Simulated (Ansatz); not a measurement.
**Property card for BaTiO3**

BaTiO3:
```
BaTiO3
1.0
    2.78810     1.60971     2.28050
   -2.78810     1.60971     2.28050
    0.00000    -3.21942     2.28050
Ba Ti O
1 1 3
Direct
  0.99893   0.99893   0.99893
  0.50753   0.50753   0.50753
  0.48958   0.98546   0.48958
  0.48958   0.48958   0.98546
  0.98546   0.48958   0.48958
```

Space group R3m (No. 160); conventional cell a = 5.576 Å, b = 5.576 Å, c = 6.842 Å, α = 90.00°, β = 90.00°, γ = 120.00°.

Method: LDA in the plane-wave PAW code Ansatz. Structure relaxed to zero pressure with the same functional. Other levels are named where they apply.

**Cell and energy**

```yaml
volume_per_atom: 12.28 Å³
density: 6.31 g/cm³
Formation energy from the elements (no fitted shifts): -3.33 eV/atom
```

**Electronic structure**

```yaml
band_gap: 2.15 eV (indirect)
valence_band_maximum: at T
conduction_band_minimum: at Γ
smallest_direct_gap_on_the_standard_path: 2.34 eV
Electron effective mass, band 1 of 2 at the edge: 1.7 along x, 0.66 along z (mₑ)
Electron effective mass, band 2 of 2 at the edge: 0.54 along x, 0.66 along z (mₑ)
hole_effective_mass: 1.2, 1.2, 2.2 mₑ (principal values)
```

**Mechanics**

```yaml
Bulk modulus (Birch–Murnaghan fit): 150 GPa
Pressure derivative B′: 8.1
Elastic constants (relaxed ions, GPa): C11 = 299, C12 = 95.2, C13 = 59.2, C14 = -43.0, C33 = 292, C44 = 53.5
mechanical_stability: stable (all eigenvalues of C positive)
hill_bulk_and_shear_moduli: 146 and 69.9 GPa
Young's modulus: 181 GPa
Poisson's ratio: 0.29
debye_temperature_from_the_elastic_constants: 480 K
Piezoelectric stress constants (proper, relaxed ions, C/m²): e15 = e24 = 7.21, e16 = e21 = 3.94, e22 = -3.94, e31 = e32 = 3.59, e33 = 5.05
```

**Dielectric response**

```yaml
Electronic dielectric constant ε∞ (DFPT): 6.36 (xx = yy), 6.05 (zz)
Static dielectric constant ε0 (ions relaxed, cell fixed): 108 (xx = yy), 54.1 (zz)
Born charges (a third of the trace): Ba +2.80, Ti +6.66, O -3.15 e
Largest static χ(2) component: 42 pm/V
```

**Phonons**

```yaml
Highest zone-centre frequency (without LO–TO term): 511 cm⁻¹
zone_centre_stability: no imaginary mode at Γ
```

This is a known low-temperature phase of the composition, computed here at zero pressure and temperature. The cell was relaxed with LDA under the symmetry of its start. No spin polarisation was allowed. Signs of piezoelectric constants follow the polarity of the cell as given. The references are the lowest solids computed at this level, not always the standard phases (solids in place of the gases). Spin–orbit coupling is left out wherever it is not named.

Potentials: the earlier of the program's two PAW sets. The files were generated under PBE; for other functionals the program regenerates the frozen cores, and for LDA and PBEsol the local potential too.
